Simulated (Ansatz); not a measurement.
One crystal and one scan (frozen-phonon scan) at two levels, r2SCAN (plane waves to 500 eV, PAW, scalar-relativistic; Ansatz, an electronic-structure program) and PBE (plane waves to 420 eV, PAW, scalar-relativistic; Ansatz), each from its own relaxed cell and on its own mesh. The cell shown is that of r2SCAN.

Relaxed Li (bcc, W type):

```yaml
crystal:
  lattice:
    - [-3.47628, 3.47628, 3.47628]
    - [0.00000, 0.00000, 3.47628]
    - [0.00000, 3.47628, 0.00000]
  atoms:
    - { symbol: Li, position: [0.00000, 0.00000, 0.00000] }
    - { symbol: Li, position: [0.50000, 0.00000, 0.00000] }
```

The atoms are displaced by Q × the pattern below (from a DFPT mode at H = (0.5, 0.5, 0.5), largest move 1; Q in Å), at fixed cell. It is one choice among 3 degenerate patterns. (q is in reciprocal vectors of the primitive cell; the cell shown is doubled to hold the pattern.)

```tsv
atom	x	y	z
Li1	0.000	0.000	-1.000
Li2	0.000	0.000	1.000
```

Li was relaxed with its symmetry unable to fall. The PAW data are Ansatz's earlier set. With partly filled bands, energies and forces of such displacements shift with the k mesh and the smearing. Percentages come from the unrounded values. Both scans cover Q from -0.100 to 0.100 Å.

Results of r2SCAN:

```
Item                                                                                       Result
---------------------------------  --------------------------------------------------------------
Lattice constant a (Å)                                                                      3.476
Energy at Q = 0.100 Å (meV/cell)                                                             27.9
Space group of the distorted cell                            P4/nmm (No. 129), lowered from Im-3m
Symmetry of the curve                                               even: the same for both signs
Shape of the curve                 a single well with its minimum at or next to zero displacement
```

Problem. Estimate the PBE values.

Solution. 
| quantity | PBE | r2SCAN − PBE |
|---|---|---|
| Lattice constant a (Å) | 3.435 | +0.041 (+1.2 %) |
| Energy at Q = 0.100 Å (meV/cell) | 27.7 | +0.2 (+1 %) |

r2SCAN gives the higher value for: lattice constant a. They agree on: energy at Q = 0.100 Å (within 1.5 %). Both give the same space group of the distorted cell: P4/nmm (No. 129), lowered from Im-3m. Neither level is exact: the differences show how much the result hangs on the functional.

(A displaced cell: forces are minus the slopes of the energy, force constants its curvatures, and phonons follow from these.)
